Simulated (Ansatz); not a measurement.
Relaxed MgO (rock salt):

```xyz
2
Lattice="0.0000 2.1269 2.1269 2.1269 0.0000 2.1269 2.1269 2.1269 0.0000" Properties=species:S:1:pos:R:3 pbc="T T T"
O      0.0000     0.0000     0.0000
Mg     2.1269     2.1269     2.1269
```

In each cell atom 1 (O, nearest neighbour Mg at 2.127 Å; its periodic images, 3.0 Å or more away, move with it) moves by s·(1.000, 0.000, 0.000) (along Cartesian x), the rest being held.

These are PBE (plane waves to 420 eV, PAW, scalar-relativistic; Ansatz, a first-principles code) values and carry that method's errors. k mesh 11×11×11 (Γ-centred), Fermi-Dirac smearing 0.05 eV. Energies are smeared free energies. MgO was relaxed with its symmetry unable to fall. ΔE is measured from the undisplaced structure.

| s (Å) | ΔE (meV/cell) |
|---|---|
| -0.430 | withheld |
| -0.344 | 412 |
| -0.258 | 198 |
| -0.172 | 78 |
| -0.086 | 18 |
| 0.000 | 0 |
| 0.086 | 18 |
| 0.172 | 78 |
| 0.258 | 198 |
| 0.344 | 412 |
| 0.430 | withheld |

Question: Fit an even polynomial form (powers 2, 4) to the given rows and predict ΔE at s = 0.430.

Answer: Least squares on the 9 given rows: ΔE = (2336)·s² + (9673)·s⁴, in meV/cell with s in Å; root-mean-square residual 0.3 meV/cell. At 0.430 the fit gives 763 meV/cell; the calculation gives 775 meV/cell, so the extrapolation is off by -12 (-1.5 %). The quadratic term alone would give 432 meV/cell.

(A displaced cell: forces are minus the slopes of the energy, force constants its curvatures, and phonons follow from these.)
